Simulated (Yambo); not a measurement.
G0W0@PBEsol for CdZnS₂ (space group P-4m2, No. 115) in Yambo. Reference settings: 4×4×2 Γ-centred k mesh, bands 17 to 214 and a 6 Ry block in the screening, 214 bands in G with the Bruneval-Gonze terminator, plasmon pole fitted at 27.2 eV. The PBEsol gap Γ → Γ on this mesh is 1.36 eV; G0W0 gaps are taken between the same points.

The settings were changed. The gap went from 2.58 eV to 2.46 eV, and the shift of the valence edge from -0.71 eV to -0.54 eV.

Which change was made?
A) 100 bands in G, no terminator
B) 100 bands in W, 100 bands in G
C) 3 Ry block
D) 100 bands in G

C, 3 Ry block. The others gave (gap, valence shift): 100 bands in W, 100 bands in G: 2.73, -0.48 eV; 100 bands in G, no terminator: 2.51, -0.09 eV; 100 bands in G: 2.60, -0.61 eV.

Spin-orbit coupling is included.

Geometry relaxed with PBEsol; primitive cell a = b = 3.928 Å, c = 5.652 Å, α = β = γ = 90.00°.

The structure is a Materials Project entry; no match was found in the copy of COD used, and its stability was not checked.

A shift is the quasiparticle energy of the state minus its PBEsol energy.
